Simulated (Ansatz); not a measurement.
Ansatz input file:

```yaml
crystal:
  lattice:
    - [5.7288281425, 0.0, 0.0]
    - [0.0, 5.7288281425, 0.0]
    - [0.0, 0.0, 5.7288281425]
  atoms:
    - { symbol: Sr, position: [0.0, 0.0, 0.0] }
    - { symbol: Ca, position: [0.0, 0.5, 0.5] }
    - { symbol: Ca, position: [0.5, 0.0, 0.5] }
    - { symbol: Ca, position: [0.5, 0.5, 0.0] }
basis:
  ecutwfc: 420
kpoints:
  mp_grid: { grid: [8, 8, 8] }
hamiltonian:
  xc: pbesol
scf:
  occupations: { method: gaussian, width: 0.1 }
output:
  forces: true
  stress: true
  eigenvalues: true
  populations: true
```

It can be run as
```bash
ansatz run input.yaml --threads 1 --pin off --backend cpu --events-out ev --progress --plain --runs-dir out  # memory cap (--max-ram) not shown
```

All numbers below come from DFT PBEsol, scalar-relativistic, plane waves, PAW (Ansatz).

From the run's log, abridged:

```
Pseudopotentials: kind: paw
Pseudopotential: Sr, paw, valence charge 10, recommended cutoff 420 eV (normal)
Pseudopotential: Ca, paw, valence charge 10, recommended cutoff 420 eV (normal)
Functional definition: PBEsol
Crystal: 4 atoms, lattice volume = 188.017 Å³
Basis set: ecut = 420 eV, 3743 PW (Γ), exchange–correlation on 80×80×80 points (8 copies of the dense FFT grid, shifted against one another)
Bands: 24, of which v1, the nominal top of the filled ones, is band 20 counted from 1 (19 counted from 0)
Symmetry: 48 space group operations
Space group: Pm-3m (ITA 221), of the structure as read, at distance tolerance 5.7e-5 Å
k-points: 35 of 512
Initial density: superposition of atomic densities (neutral atoms: chi_scale 0, normalization atom), corrected by the library's trained network
Initial wavefunctions: pseudopotential atomic-orbital guess
Functional: x = pbesol(κ = 0.804, μ = 0.12345679), c = pbesol(β = 0.046)
SCF iter   1: F=—  HF=-8873.314364 eV  |F-HF|=—  |Δ(HF+E_count)|=         —  Δρ=2.07e-3  dr2=1.13e-2  ethr=1.77e-3  ⟨swp⟩=9.8  Hψ=10215  notcnv=0
automatic band count: the SCF goes on with 28 bands, as 24 were too few: the levels above may hold too much charge
SCF iter   2: F=—  HF=-8873.314329 eV  |F-HF|=—  |Δ(HF+E_count)|=   3.45e-5  Δρ=1.05e-3  dr2=4.62e-3  ethr=2.83e-5  ⟨swp⟩=3.1  Hψ=2003  notcnv=0  defer=12
SCF iter   3: F=—  HF=-8873.313200 eV  |F-HF|=—  |Δ(HF+E_count)|=   1.13e-3  Δρ=2.05e-4  dr2=1.51e-4  ethr=1.16e-5  ⟨swp⟩=2.9  Hψ=1523  notcnv=0  defer=12
SCF iter   4: F=—  HF=-8873.313173 eV  |F-HF|=—  |Δ(HF+E_count)|=   2.74e-5  Δρ=6.53e-5  dr2=1.91e-5  ethr=3.77e-7  ⟨swp⟩=2.1  Hψ=1090  notcnv=0  defer=12
SCF iter   5: F=—  HF=-8873.313154 eV  |F-HF|=—  |Δ(HF+E_count)|=   1.83e-5  Δρ=1.71e-5  dr2=1.32e-6  ethr=4.77e-8  ⟨swp⟩=2.0  Hψ=1060  notcnv=0  defer=16
SCF iter   6: F=-8873.313154 eV  HF=-8873.313154 eV  |F-HF|=5.21e-8  |Δ(HF+E_count)|=   1.22e-7  Δρ=3.40e-6  dr2=8.89e-8  ethr=2.50e-10  ⟨swp⟩=10.5  Hψ=5566  notcnv=0
SCF 1 converged in 6 iterations: F = -8873.313154 eV  dr2 = 8.89e-8
SCF converged after 6 iterations
Free energy (F): -8873.313154 eV
Harris-Foulkes:  -8873.313154 eV  (|F-HF|=5.21e-8)
Internal energy: -8873.279174 eV  (E = F + TS)
E sigma→0 (E₀):  -8873.296164 eV
Entropy (-TS):   -0.033980 eV (-8.495 meV/atom)
Fermi energy:    4.660247 eV
--- Per-component energies (eV) ---
  E_band       = -674.616212
  E_kinetic    = 1065.301406
  E_local      = -3372.733537  (includes V_loc(G=0)·N_el)
  E_nonlocal   = 397.906152
  E_hartree    = 1066.321988
  E_xc         = -571.165552
  E_vxc        = -661.778900  (∫ρ·V_xc dr)
  E_paw        = -5154.552413  (= ΣΔE_a)
  E_vpaw       = -235.956796  (= ΣTr[D̂ρ^β])
  E_aug_tail   = -0.000018  (compensation charges beyond the density's cutoff)
  E_ewald      = -2304.847930
  E_core_change = 0.490730  (= ΣΔE_core)
  E_smearing   = -0.033980  (= −TS)
--- Forces (eV/Å), atoms counted from 1 ---
  atom   1  Sr     0.00000000     0.00000000     0.00000000
  atom   2  Ca     0.00000000     0.00000000     0.00000000
  atom   3  Ca     0.00000000     0.00000000     0.00000000
  atom   4  Ca     0.00000000     0.00000000     0.00000000
--- Stress (GPa, compression-positive) ---
       -1.174797       0.000000       0.000000
        0.000000      -1.174797       0.000000
        0.000000       0.000000      -1.174797
  P = ⅓ Tr σ = -1.1748 GPa (-11.748 kbar)
--- Band table (eV; the first three rows and the last of 35) ---
  k-point 0: bands = ["-37.4214", "-37.4131", "-37.4131", "-31.5613", "-18.5044", "-18.5044", "-18.5044", "-18.4686", "-18.4686", "-18.4686", "-18.4400", "-18.4400", "-18.4400", "-13.5705", "-13.5705", "-13.5705", "0.8027", "4.1024", "4.1024", "4.3590", "5.1880", "5.1880", "5.1880", "5.5738", "5.5738", "5.5738", "6.8947", "6.8947"]
  k-point 1: bands = ["-37.4211", "-37.4134", "-37.4131", "-31.5613", "-18.5030", "-18.5030", "-18.5022", "-18.4690", "-18.4690", "-18.4687", "-18.4424", "-18.4409", "-18.4409", "-13.5713", "-13.5706", "-13.5706", "0.8882", "3.9200", "4.1715", "4.3672", "5.1880", "5.1880", "5.2365", "5.5521", "5.5521", "5.6933", "6.8030", "6.9279"]
  k-point 2: bands = ["-37.4203", "-37.4142", "-37.4131", "-31.5612", "-18.4993", "-18.4993", "-18.4957", "-18.4702", "-18.4702", "-18.4690", "-18.4493", "-18.4434", "-18.4434", "-13.5734", "-13.5708", "-13.5708", "1.1404", "3.3743", "4.3628", "4.5525", "5.1899", "5.1899", "5.3793", "5.4994", "5.4994", "5.9703", "6.5601", "7.0278"]
  k-point 34: bands = ["-37.4159", "-37.4159", "-37.4159", "-31.5611", "-18.5199", "-18.5018", "-18.5018", "-18.5018", "-18.4469", "-18.4469", "-18.4469", "-18.4394", "-18.4394", "-13.5735", "-13.5735", "-13.5735", "3.5519", "3.5519", "3.5519", "3.8921", "4.3933", "4.6026", "4.6026", "4.6026", "6.7025", "6.7025", "6.7025", "6.8028"]
--- Löwdin populations: 4 sites ---
  site symbol q [e]
     0     Sr      9.4873
     1     Ca      9.5156
     2     Ca      9.5156
     3     Ca      9.5156
  spilling = 0.049145 (of n_electrons = 40.000000)
```

The run converged.